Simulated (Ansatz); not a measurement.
The relaxed structure here is a generated cell of TiTe2: the first start was made by placing the elements on the sites of a structure type, and the end was not matched to a known phase here, so it may be hypothetical. Known forms of TiTe2 include space group No. 164.

One stationary structure of TiTe2. Calculation: PBE (plane waves to 420 eV, PAW, scalar-relativistic; Ansatz, a quantum-chemistry and plane-wave program).

```xyz
9
Lattice="7.9683 0.0000 0.0000 -3.9842 6.9008 0.0000 0.0000 0.0000 3.7905" Properties=species:S:1:pos:R:3 pbc="T T T"
Te     1.0828     1.8755     0.0000
Te     5.8026     0.0000     0.0000
Te    -2.9013     5.0252     0.0000
Te     2.4338     4.2155     1.8952
Te     3.1006     0.0000     1.8952
Te    -1.5503     2.6852     1.8952
Ti     0.0000     0.0000     1.8952
Ti     3.9842     2.3003     0.0000
Ti     0.0000     4.6005     0.0000
```

### Question
Find the space group and the Wyckoff positions (tolerance 0.01 Å).

### Answer
Space group P-62m (No. 189); a = 7.9683 Å, b = 7.9683 Å, c = 3.7905 Å, α = 90.00°, β = 90.00°, γ = 120.00°

```csv
atom,site,symmetry,x,y,z
Te,3f,m2m,0.2718,0.2718,0.0000
Te,3g,m2m,0.6109,0.6109,0.5000
Ti,1b,-62m,0.0000,0.0000,0.5000
Ti,2c,-6..,0.3333,0.6667,0.0000
```

This is the AFLOW prototype A2B_hP9_189_fg_bc (C22, as in Fe2P).

### Question
Give the shortest distances between elements (the closest pairs, up to four, under 3.6 Å).

### Answer
Te–Ti 2.88 Å; Te–Te 3.30 Å.

```yaml
volume_per_atom: 23.16 Å³
density: 7.24 g/cm³
band_gap: zero (the bands touch at this level, without spin-orbit coupling)
```

No spin polarisation in the result. Spin-orbit coupling is missing; with elements this heavy it can move band edges by tenths of an eV or more. The gap comes from the SCF mesh and the high-symmetry points alone.

The run could not lose the symmetry of its start; a randomly shaken copy of 9 atoms returns to this structure.
